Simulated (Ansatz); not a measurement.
Lu (hcp, Mg type)

```
CELL_PARAMETERS angstrom
      3.50707     0.00000     0.00000
     -1.75353     3.03721     0.00000
      0.00000     0.00000     5.46215
ATOMIC_POSITIONS crystal
  Lu 0.33333 0.66667 0.75000
  Lu 0.66667 0.33333 0.25000
```

The volume is varied about the relaxed value V₀ at fixed cell shape. Symmetry pins the atoms to their sites.

These are PBE (plane waves to 420 eV, PAW, scalar-relativistic; Ansatz, a program for electronic structure) values and carry that method's errors. k mesh 15×15×9 (Γ-centred), Fermi-Dirac smearing 0.05 eV. E stands for the smeared free energy. Stress and pressure are positive under compression. With the shape held, the modulus is that of even scaling; a crystal free to change shape is softer. Lu is run without spin polarisation. Lu was relaxed with its symmetry unable to fall. The PAW data are Ansatz's earlier set. ΔE is measured from the relaxed starting cell. The last digit holds for this mesh only.

| V (Å³/atom) | ΔE (meV/atom) |
|---|---|
| 26.182 | 49.7 |
| 26.909 | 26.8 |
| 27.636 | 11.5 |
| 28.363 | withheld |
| 29.091 | 0.0 |
| 29.818 | 2.5 |
| 30.545 | 9.8 |
| 31.272 | 21.4 |
| 32.000 | 36.7 |

### Question
Fit a third-order Birch-Murnaghan form (E₀, V₀, B₀, B₀′ free) to the given rows and predict ΔE at V = 28.363.

### Answer
Least squares on the 8 given rows: ΔE = E₀ + (9V₀B₀/16)·y²·[2 + (B₀′ − 4)y], y = (V₀/V)^(2/3) − 1, with V₀ = 29.092 Å³/atom, B₀ = 46.77 GPa (160.2 GPa = 1 eV/Å³; the term in eV is multiplied by 1000), B₀′ = 3.50, E₀ = -0.02 meV/atom; root-mean-square residual 0.03 meV/atom. At 28.363 the fit gives 2.7 meV/atom; the calculation gives 2.8 meV/atom, so the interpolation is off by -0.1 (-3.6 %). For the pressure the fit gives 1.2 GPa against the computed 1.2 GPa.

(Under strain, the slope of the energy per volume gives the stress and its curvature an elastic modulus.)
